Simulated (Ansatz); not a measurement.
NaF:
```
NaF
1.0
    0.00000     2.53186     2.53186
    2.53186     0.00000     2.53186
    2.53186     2.53186     0.00000
Na F
1 1
Direct
  0.00000   0.00000   0.00000
  0.25000   0.25000   0.25000
```

Relaxed with r²SCAN.

Question: Give the Bader charges and basin volumes of the independent atoms, DFT-r²SCAN in the program Ansatz with PAW potentials.

Answer: 

```csv
atom,Bader charge (e),Bader volume (Å³)
Na1,+0.89,9.3
F2,-0.89,22.4
```

Space group F-43m (zinc blende). The start of the workflow was typed in or built on a structure type; neither database checked (COD, Materials Project) lists it. It is not the phase usual at ambient conditions (space group No. 225). The cell was relaxed with r²SCAN under the symmetry of its start; whether a distortion lowers the energy is not shown.

Potentials: the later of the program's two PAW sets.
